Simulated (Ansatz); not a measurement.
Which element?

Cell vectors (Å):

```
0.0000 2.0796 2.0796
2.0796 0.0000 2.0796
2.0796 2.0796 0.0000
```

```tsv
atom	a	b	c
X	0.0000	0.0000	0.0000
O	0.5000	0.5000	0.5000
```

The calculation used LDA, PAW on Ansatz 0.2.0's default frozen-core files (fitted under PBE), scalar-relativistic. k mesh 10×10×10, strains of ±0.003, fixed occupations.

Elastic constants of a crystal by Kohn-Sham DFT: slopes of the stress over finite engineering strains of the given cell, Voigt indices, Cartesian axes as in the cell vectors.

| index | elastic (GPa) |
| --- | --- |
| 11 | 325.2 |
| 12 | 95.6 |
| 44 | 153 |

**Question.** All X atoms are one element. Which one was computed?

**Answer.** Mg; the crystal is MgO (Fm-3m).

Limits of these numbers: frozen-core PAW files fitted under PBE, their cores solved anew for the functional of the run.
